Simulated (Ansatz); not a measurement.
Ge: from a starting cell to a relaxed one

The start is a relaxed Ge cell shaken by Gaussian noise of σ = 0.08 Å a coordinate. The structure is fully relaxed (lattice and positions, P = 0) with r2SCAN (plane waves to 500 eV, PAW, scalar-relativistic; Ansatz, a program for electronic structure). The first steps use a coarse 5×5×5 k-mesh.

Starting cell:
```
CELL_PARAMETERS angstrom
     -3.48236     3.48236     3.48236
      3.48236    -3.48236     3.48236
      3.48236     3.48236    -3.48236
ATOMIC_POSITIONS crystal
  Ge 0.30907 0.29293 0.29654
  Ge 0.51242 0.00035 0.20083
  Ge 0.99094 0.21800 0.48660
  Ge 0.19971 0.47601 0.97696
  Ge 0.72117 0.70211 0.70280
  Ge 0.47977 0.98519 0.77761
  Ge 0.00036 0.80833 0.49307
  Ge 0.80413 0.49743 0.00858
```

Question: What is the largest force in the starting geometry, and on which atom (counted from 1)?

Answer: About 1.3 eV/Å, on Ge2 (atoms numbered as listed).

Question: By how much does the energy per atom fall from start to end?

Answer: 0.04 eV/atom.

Question: Is the parent structure recovered?

Answer: It relaxes back to the parent, Ia-3 (No. 206).

Question: How do the shortest distances between atoms change?

Answer: The closest pairs of elements (up to four, under 3.6 Å), start → end: Ge–Ge 2.38 → 2.43 Å.

Question: What band gap does the relaxed structure have at this level?

Answer: No gap (metallic).

The end point of the relaxation:

Space group Ia-3 (No. 206); a = b = c = 6.965 Å, α = β = γ = 90.00°

```json
[
 {"atom": "Ge", "site": "16c", "symmetry": ".3.", "x": "0.1494", "y": "0.1494", "z": "0.1494"}
]
```
(The calculation used a cell of 8 atoms; values per cell refer to that cell.)

Final values are on a 10×10×10 k-mesh of the relaxed cell. No spin polarisation in the result.

The relaxed structure here is a generated cell of Ge: the first start was made by placing the elements on the sites of a structure type, and the end was not matched to a known phase here, so it may be hypothetical. Known forms of Ge include space group No. 227.
